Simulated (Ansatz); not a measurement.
OsC (rock salt, space group No. 225) under volume change, plane-wave PAW PBEsol (Ansatz code), scaled uniformly.

```
V (Å³/atom)  E − E(relaxed) (meV/atom)  P (GPa)
-----------  -------------------------  -------
9.130                            115.0    44.43
9.431                             48.3    27.14
9.732                             11.4    12.48
10.033                             0.0     0.00
10.334                            10.2   -10.57
10.635                            38.7   -19.54
10.936                            82.8   -27.15
```

Question: What does a third-order Birch–Murnaghan fit give for V₀, B₀ and B′?

Answer: V₀ = 10.03 Å³/atom, B₀ = 382 GPa, B′ = 4.4.

Space group Fm-3m (rock salt). The start of the workflow was typed in or built on a structure type; neither database checked (COD, Materials Project) lists it. Whether it is the stable phase at ambient conditions was not checked. Symmetry was held in the PBEsol relaxation. At this level the phase is dynamically unstable (imaginary phonons). The run is not spin-polarised. Its formation energy is positive at this level, so the cell may be metastable or incomplete. Spin–orbit coupling is left out wherever it is not named.

Potentials: the later of the program's two PAW sets.
